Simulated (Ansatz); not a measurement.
## AlO2 and the effect of the functional

The cell as given:

```
Al O
1.0
     1.48816   -5.40283    0.00000
     1.48816    5.40283    0.00000
     0.00000    0.00000    3.64661
Al O
2 4
Direct
  0.66813 0.33187 0.75000
  0.33187 0.66813 0.25000
  0.06107 0.93893 0.75000
  0.93893 0.06107 0.25000
  0.29418 0.70582 0.75000
  0.70582 0.29418 0.25000
```

The cell comes from a database or a generator and needn't be the stable form of this composition.

Kept alike: task relaxation of cell and atoms; k mesh 9 × 9 × 7; occupations fermi-dirac, width 0.05 eV; no spin polarisation. Program: Ansatz, Ansatz PAW. Cutoffs run from 420 to 500 eV. The mesh is that of the run's cell of 6 atoms. No spin-orbit coupling.

| run | volume (Å³/atom) | first edge of the run's cell (Å) | third edge of the run's cell (Å) |
| --- | --- | --- | --- |
| A | 8.545 | 5.126 | 3.592 |
| B | 8.588 | 5.136 | 3.592 |
| C | 8.857 | 5.202 | 3.624 |
| D | 8.323 | 5.073 | 3.559 |

The relaxations keep at least the cell's symmetry (Cmcm). Relaxations stop with a little pressure left, so the last digits of a volume or edge aren't settled. Ansatz's relaxations hold a Pulay term in the stress (up to 1.3 GPa here). All rows use potentials made for PBE.

Problem. The runs differ in the functional (and the cutoff that goes with it) alone: LDA; PBE; PBEsol; r2SCAN. Which run is which?

Solution. Run A is r2SCAN; run B is PBEsol; run C is PBE; run D is LDA. The volume runs from 8.323 (LDA) to 8.857 Å³/atom (PBE). From PBE: LDA -0.534; PBEsol -0.269; r2SCAN -0.312. The first edge of the run's cell runs from 5.073 (LDA) to 5.202 Å (PBE). From PBE: LDA -0.129; PBEsol -0.066; r2SCAN -0.076. The third edge of the run's cell runs from 3.559 (LDA) to 3.624 Å (PBE). From PBE: LDA -0.065; PBEsol -0.032; r2SCAN -0.032.
